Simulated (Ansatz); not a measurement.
# Two states of HfVF₆

```
F V Hf
1.0
     0.00000    4.02205    4.02205
     4.02205    0.00000    4.02205
     4.02205    4.02205    0.00000
F V Hf
6 1 1
Direct
  0.24491 0.24491 0.75509
  0.75509 0.75509 0.24491
  0.75509 0.24491 0.24491
  0.24491 0.75509 0.75509
  0.24491 0.75509 0.24491
  0.75509 0.24491 0.75509
  0.50000 0.50000 0.50000
  0.00000 0.00000 0.00000
```

Method: r2SCAN, with U_eff = 5.52 eV on V d (all-electron-ortho-atomic projectors); PAW, plane waves to 500 eV, 5×5×5 Γ-centred mesh, tetrahedron occupations (Ansatz 0.2.0), atoms fixed.

State A: V7 up (collinear spin). State B: no moments (no spin polarisation).

Compare the two self-consistent states.

State A is lower by 551.3 meV an atom at zero smearing.

```json
{"state": "A", "free energy (meV/atom)": "0.0", "largest moment in a small sphere (μB)": "2.28", "net moment (μB/cell)": "3.00", "gap on mesh (eV)": "5.16", "pressure (GPa)": "6.1", "largest force (eV/Å)": "0.19"}
{"state": "B", "free energy (meV/atom)": "551.3", "largest moment in a small sphere (μB)": "0.00", "net moment (μB/cell)": "0.00", "gap on mesh (eV)": "metal", "pressure (GPa)": "5.4", "largest force (eV/Å)": "0.58"}
```

Origin: a database entry at a rescaled volume. Caveats: empty levels are not fully converged; an odd or shifted mesh can miss the band edges, so this level's true gap may be smaller; forces and stress under tetrahedra may miss the slope of the energy; the state breaks the symmetry of the cell; odd electron count without spin polarisation, so a magnetic state may lie lower; the Fermi level lies in a narrow band between gaps, which spin or distortion may split.
